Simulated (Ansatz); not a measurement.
An Ansatz (a first-principles code) run. Input:

Ansatz 0.2 input:
```yaml
crystal:
  lattice:
    - [1.412856878, 0.8157132988, 5.9181294288]
    - [-1.412856878, 0.8157132988, 5.9181294288]
    - [0.0, -1.6314265977, 5.9181294288]
  atoms:
    - { symbol: Pd, position: [0.0, 0.0, 0.0] }
    - { symbol: Co, position: [0.5, 0.5, 0.5] }
    - { symbol: O, position: [0.1126394696, 0.1126394696, 0.1126394696] }
    - { symbol: O, position: [0.8873605304, 0.8873605304, 0.8873605304] }
kpoints:
  mp_grid: { grid: [17, 17, 17] }
hamiltonian:
  xc: r2scan
  pseudopotentials: { kind: paw }
scf:
  occupations: { method: gaussian, width: 0.05 }
checkpoint: { read: metal.run }
output: { write_density: true, elf: true, volumetric_format: npy }
basis: { fft_grid_basis: typed }
```

Output (shortened):

```
Pseudopotentials: kind: paw
Pseudopotential: Pd, paw, valence charge 18
Pseudopotential: Co, paw, valence charge 17
Pseudopotential: O, paw, valence charge 6
Functional definition: r2SCAN
Crystal: 4 atoms, lattice volume = 40.923 Å³
Basis set: ecut = 500 eV, 1023 PW (Γ), exchange–correlation on 180×180×180 points (64 copies of the dense FFT grid, shifted against one another)
Bands: 29, of which v1, the nominal top of the filled ones, is band 24 counted from 1 (23 counted from 0)
Symmetry: 12 space group operations
Space group: R-3m (ITA 166), of the structure as read, at distance tolerance 3.4e-5 Å
k-points: 489 of 4913
PAW frozen core: Pd, regenerated for the run's functional
PAW frozen core: Co, regenerated for the run's functional
PAW frozen core: O, regenerated for the run's functional
Initial density: read from a saved state, or passed on in memory by an earlier SCF of this step, an earlier step, the calling program or the single point that …
Stability of the state it starts from, as read at its close in the unpolarized treatment …
Initial wavefunctions: pseudopotential atomic-orbital guess
Eigensolver: davidson
Functional: x = r2scan, c = r2scan; τ floored in thin density (d = 2e-4 eV/Å³)
iter 1 solved again at ethr=4.51e-8 eV; its pass at ethr=3.10e-3 eV (dr2=2.12e-5 eV) is discarded
SCF iter   1: F=—  HF=-13253.544683 eV  |F-HF|=—  |Δ(HF+E_count)|=         —  Δρ=1.68e-6  dr2=9.47e-10  dr2_τ=7.91e-11  ethr=4.51e-8  ⟨swp⟩=4.0  Hψ=96409  notcnv=0
all-band conjugate gradients solve this SCF's bands
preconditioner: auto → Kerker (q_TF=auto, 2.792 Å⁻¹)
SCF iter   2: F=-13253.544683 eV  HF=-13253.544683 eV  |F-HF|=5.33e-10  |Δ(HF+E_count)|=   1.53e-7  Δρ=1.34e-6  dr2=6.18e-10  dr2_τ=1.21e-10  ethr=2.02e-12  ⟨swp⟩=5.9  Hψ=52579  notcnv=0
SCF 1 converged in 2 iterations: F = -13253.544683 eV  dr2 = 6.18e-10
SCF converged after 2 iterations
Free energy (F): -13253.544683 eV
Harris-Foulkes:  -13253.544683 eV  (|F-HF|=5.33e-10)
Internal energy: -13253.542359 eV  (E = F + TS)
E sigma→0 (E₀):  -13253.543521 eV
Entropy (-TS):   -0.002324 eV (-0.581 meV/atom)
Fermi energy:    14.845336 eV
--- Per-component energies (eV) ---
  E_band       = -541.350577
  E_kinetic    = 1317.592731
  E_local      = -6008.312408  (includes V_loc(G=0)·N_el)
  E_nonlocal   = 769.296503
  E_hartree    = 2463.042268
  E_xc         = -463.121400
  E_vxc        = -669.997317  (∫ρ·V_xc dr)
  E_paw        = -5612.090006  (= ΣΔE_a)
  E_vpaw       = -920.207520  (= ΣTr[D̂ρ^β])
  E_aug_tail   = 0.002333  (compensation charges beyond the density's cutoff)
  E_vtau       = 44.189831  (kinetic-family band-sum trace: ∫τ·v_τ [+ j·A + Jᵃ·Aᵃ] dr)
  E_ewald      = -5719.141206
  E_core_change = -0.811175  (= ΣΔE_core)
  E_smearing   = -0.002324  (= −TS)
  E_closure    =  0.000000  (closes the sum)
  Σ components = -13253.544683   (vs F -13253.544683, Δ=0.00e0)
  [band-id]    e_kinetic+e_local+e_nonlocal+2·e_hartree+e_vxc+e_vpaw+e_augmentation_tail+e_vtau = -541.351311   (vs E_band -541.350577, Δ=-7.34e-4)
--- Band table (eV; the first three rows and the last of 489) ---
  k-point 0: bands = ["-84.2990", "-72.1605", "-46.1595", "-46.1595", "-46.0974", "-37.3916", "-36.7510", "-36.7510", "-7.4647", "-5.5276", "5.8684", "8.4178", "8.4178", "9.5525", "10.6923", "11.7788", "11.7788", "11.9890", "11.9890", "12.6494", "12.6494", "13.1362", "13.1362", "13.3433", "17.2070", "17.2070", "18.0580", "21.7486", "24.8693"]
  k-point 1: bands = ["-84.2988", "-72.1596", "-46.1621", "-46.1601", "-46.0970", "-37.3906", "-36.7593", "-36.7531", "-7.4233", "-5.5253", "5.9159", "8.3043", "8.4411", "9.6274", "10.7968", "11.5132", "11.6142", "11.9652", "12.0692", "12.6904", "12.7020", "13.1232", "13.2035", "13.3586", "17.1100", "17.1795", "18.1183", "21.9367", "24.9759"]
  k-point 2: bands = ["-84.2981", "-72.1571", "-46.1694", "-46.1618", "-46.0958", "-37.3878", "-36.7831", "-36.7590", "-7.3025", "-5.5191", "6.0530", "8.0389", "8.5081", "9.7949", "10.9050", "11.1038", "11.2887", "11.8817", "12.2655", "12.6246", "12.7514", "13.1376", "13.3849", "13.4112", "16.8704", "17.1061", "18.2727", "22.4407", "25.2847"]
  k-point 488: bands = ["-84.2988", "-72.1596", "-46.1621", "-46.1601", "-46.0970", "-37.3906", "-36.7593", "-36.7531", "-7.2650", "-5.7729", "7.0794", "8.2055", "8.5560", "9.0888", "9.7660", "10.8911", "11.0302", "11.9584", "12.0655", "12.7642", "12.7789", "13.6746", "13.8405", "13.9398", "16.8360", "16.9234", "19.2727", "20.8013", "24.9265"]
  band table: 29 of 29 bands, residual norms ≤ 1.0e-3 eV
```

Cost: around 70 core-seconds (rough) on shared cores.

The cell was relaxed with r²SCAN under the symmetry of its start. No spin polarisation was allowed. No Hubbard U is applied. Without spin polarisation and U, an open-shell compound can come out a false metal. Spin–orbit coupling is left out wherever it is not named.

Potentials: the later of the program's two PAW sets.

Ansatz is a plane-wave DFT program.
